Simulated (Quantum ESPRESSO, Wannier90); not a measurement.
## RbBr (CsCl type), plane waves to Wannier functions

Cell from Materials Project (mp-23303), symmetrised, no further relaxation. Not found in the COD (Crystallography Open Database) copy used, which has the formula in other groups; not checked further. Method: PBEsol plane waves in Quantum ESPRESSO 7.5 (PseudoDojo norm-conserving files, 37 Ry, spinors with spin-orbit coupling), Bloch states on a 6×6×6 mesh through Γ, Wannier90 4.0.1. Density: 8×8×8 mesh, cold smearing 0.01 Ry.

On the energy scale of pw.x, whose zero is arbitrary, the valence-band maximum lies at 2.72 eV.

Input w.win:

```
num_bands = 8
num_wann = 8
exclude_bands = 1-2,5-10,17-30
spinors = true
num_iter = 1000
conv_tol = 1.0e-6
conv_window = 4
write_hr = true
write_u_matrices = true
auto_projections = true
begin unit_cell_cart
ang
    4.1260800000    0.0000000000    0.0000000000
    0.0000000000    4.1260800000    0.0000000000
    0.0000000000    0.0000000000    4.1260800000
end unit_cell_cart
begin atoms_frac
Rb   0.0000000000  0.0000000000  0.0000000000
Br   0.5000000000  0.5000000000  0.5000000000
end atoms_frac
mp_grid = 6 6 6
begin kpoints
0.0000000000 0.0000000000 0.0000000000
0.0000000000 0.0000000000 0.1666666667
0.0000000000 0.0000000000 0.3333333333
... (213 more lines: the 6x6x6 mesh through Gamma)
end kpoints
```

Input of pw2wannier90.x that gives the overlap and projection files (equivalent; here they were cut from one run over all bands):

```
&inputpp
  outdir = './out'
  prefix = 'pwscf'
  seedname = 'w'
  write_amn = .true.
  write_mmn = .true.
  atom_proj = .true.
  atom_proj_exclude = 1 2 3 4 5 6 7 8 9 10
/
```

Output w.wout (banner and timings cut):

```
                                    ------
                                    SYSTEM
                                    ------

                              Lattice Vectors (Ang)
                    a_1     4.126080   0.000000   0.000000
                    a_2     0.000000   4.126080   0.000000
                    a_3     0.000000   0.000000   4.126080

                   Unit Cell Volume:      70.24460  (Ang^3)

                        Reciprocal-Space Vectors (Ang^-1)
                    b_1     1.522798   0.000000   0.000000
                    b_2     0.000000   1.522798   0.000000
                    b_3     0.000000   0.000000   1.522798

 *----------------------------------------------------------------------------*
 |   Site       Fractional Coordinate          Cartesian Coordinate (Ang)     |
 +----------------------------------------------------------------------------+
 | rb   1   0.00000   0.00000   0.00000   |    0.00000   0.00000   0.00000    |
 | br   1   0.50000   0.50000   0.50000   |    2.06304   2.06304   2.06304    |
 *----------------------------------------------------------------------------*
                                ------------
                                K-POINT GRID
                                ------------

             Grid size =  6 x  6 x  6      Total points =  216

 *---------------------------------- MAIN ------------------------------------*
 |  Number of Wannier Functions               :                 8             |
 |  Number of Objective Wannier Functions     :                 8             |
 |  Number of input Bloch states              :                 8             |
 |  Output verbosity (1=low, 5=high)          :                 1             |
 |  Timing Level (1=low, 5=high)              :                 1             |
 |  Optimisation (0=memory, 3=speed)          :                 3             |
 |  Length Unit                               :               Ang             |
 |  Post-processing setup (write *.nnkp)      :                 F             |
 |  Using Gamma-only branch of algorithms     :                 F             |
 *----------------------------------------------------------------------------*
 *------------------------------- WANNIERISE ---------------------------------*
 |  Total number of iterations                :              1000             |
 |  Number of CG steps before reset           :                 5             |
 |  Trial step length for line search         :             2.000             |
 |  Convergence tolerence                     :         0.100E-05             |
 |  Convergence window                        :                 4             |
 |  Iterations between writing output         :                 1             |
 |  Iterations between backing up to disk     :               100             |
 |  Write r^2_nm to file                      :                 F             |
 |  Write xyz WF centres to file              :                 F             |
 |  Write on-site energies <0n|H|0n> to file  :                 F             |
 |  Use guiding centre to control phases      :                 F             |
 |  Use phases for initial projections        :                 F             |
 *----------------------------------------------------------------------------*
 *-------------------------------- PLOTTING ----------------------------------*
 |  Plotting Hamiltonian in WF basis          :                 T             |
 *----------------------------------------------------------------------------*

       ... (k-mesh section left out)

 Starting a new Wannier90 calculation ...

 Reading overlaps from w.mmn

 Reading projections from w.amn

 *------------------------------- WANNIERISE ---------------------------------*
 +--------------------------------------------------------------------+<-- CONV
 | Iter  Delta Spread     RMS Gradient      Spread (Ang^2)            |<-- CONV
 +--------------------------------------------------------------------+<-- CONV

 ------------------------------------------------------------------------------
 Initial State
  WF centre and spread    1  (  2.063040,  2.063040,  2.063040 )     1.11175581
  WF centre and spread    2  (  2.063040,  2.063040,  2.063040 )     1.11175581
  WF centre and spread    3  (  2.063040,  2.063040,  2.063040 )     1.97968682
  WF centre and spread    4  (  2.063040,  2.063040,  2.063040 )     1.97953472
  WF centre and spread    5  (  2.063040,  2.063040,  2.063040 )     1.97953472
  WF centre and spread    6  (  2.063040,  2.063040,  2.063040 )     1.97968682
  WF centre and spread    7  (  2.063040,  2.063040,  2.063040 )     1.87470388
  WF centre and spread    8  (  2.063040,  2.063040,  2.063040 )     1.87470388
  Sum of centres and spreads ( 16.504320, 16.504320, 16.504320 )    13.89136246

      0     0.139E+02     0.0000000000       13.8913624199  <-- CONV
        O_D=      0.0082982 O_OD=      3.4779416 O_TOT=     13.8913624 <-- SPRD
 ------------------------------------------------------------------------------
      1    -0.290E-01     0.0919402161       13.8623907857  <-- CONV
        O_D=      0.0056534 O_OD=      3.4516148 O_TOT=     13.8623908 <-- SPRD
      2    -0.139E-02     0.0354625552       13.8610007284  <-- CONV
        O_D=      0.0054734 O_OD=      3.4504047 O_TOT=     13.8610007 <-- SPRD
      3    -0.809E-04     0.0114201584       13.8609198147  <-- CONV
        O_D=      0.0054569 O_OD=      3.4503403 O_TOT=     13.8609198 <-- SPRD
      4    -0.103E-04     0.0041211275       13.8609094771  <-- CONV
        O_D=      0.0054548 O_OD=      3.4503321 O_TOT=     13.8609095 <-- SPRD
      5    -0.247E-05     0.0012541778       13.8609070054  <-- CONV
        O_D=      0.0054565 O_OD=      3.4503280 O_TOT=     13.8609070 <-- SPRD
       ... (lines left out)
    100    -0.530E-05     0.0023158633       13.8600173529  <-- CONV
        O_D=      0.0055126 O_OD=      3.4493822 O_TOT=     13.8600174 <-- SPRD
       ... (lines left out)
    200    -0.928E-05     0.0025639684       13.8589988038  <-- CONV
        O_D=      0.0055788 O_OD=      3.4482974 O_TOT=     13.8589988 <-- SPRD
       ... (lines left out)
    300    -0.107E-01     0.1384031666       13.8312611788  <-- CONV
        O_D=      0.0069022 O_OD=      3.4192364 O_TOT=     13.8312612 <-- SPRD
       ... (lines left out)
    400    -0.980E-03     0.0324334696       12.6934031896  <-- CONV
        O_D=      0.0065999 O_OD=      2.2816807 O_TOT=     12.6934032 <-- SPRD
       ... (lines left out)
    500    -0.220E-03     0.0118556199       12.5896042013  <-- CONV
        O_D=      0.0053529 O_OD=      2.1791288 O_TOT=     12.5896042 <-- SPRD
       ... (lines left out)
    600    -0.692E-02     0.0982682720       12.2414556150  <-- CONV
        O_D=      0.0024964 O_OD=      1.8338366 O_TOT=     12.2414556 <-- SPRD
       ... (lines left out)
    700    -0.126E-04     0.0037151175       12.1596970677  <-- CONV
        O_D=      0.0003925 O_OD=      1.7541820 O_TOT=     12.1596971 <-- SPRD
       ... (lines left out)
    773    -0.656E-06     0.0006867953       12.1591689593  <-- CONV
        O_D=      0.0003845 O_OD=      1.7536619 O_TOT=     12.1591690 <-- SPRD
    774    -0.642E-06     0.0011464636       12.1591683173  <-- CONV
        O_D=      0.0003844 O_OD=      1.7536614 O_TOT=     12.1591683 <-- SPRD
    775    -0.678E-06     0.0006762851       12.1591676389  <-- CONV
        O_D=      0.0003844 O_OD=      1.7536606 O_TOT=     12.1591676 <-- SPRD
             <<<     Delta < 1.000E-06  over  4 iterations     >>>
             <<< Wannierisation convergence criteria satisfied >>>
 Final State
  WF centre and spread    1  (  1.834974,  1.890654,  2.438828 )     1.51514316
  WF centre and spread    2  (  2.250391,  1.854734,  1.682845 )     1.51501616
  WF centre and spread    3  (  2.052593,  2.531560,  2.076355 )     1.52581446
  WF centre and spread    4  (  1.857476,  1.914203,  1.665393 )     1.51668954
  WF centre and spread    5  (  2.241044,  1.873982,  2.457180 )     1.51597481
  WF centre and spread    6  (  2.158479,  2.522670,  2.053222 )     1.52378458
  WF centre and spread    7  (  1.597490,  2.005105,  2.059250 )     1.52463194
  WF centre and spread    8  (  2.510837,  1.920659,  2.071059 )     1.52211302
  Sum of centres and spreads ( 16.503285, 16.513567, 16.504131 )    12.15916768

         Spreads (Ang^2)       Omega I      =    10.405122573
        ================       Omega D      =     0.000384432
                               Omega OD     =     1.753660635
    Final Spread (Ang^2)       Omega Total  =    12.159167639
```
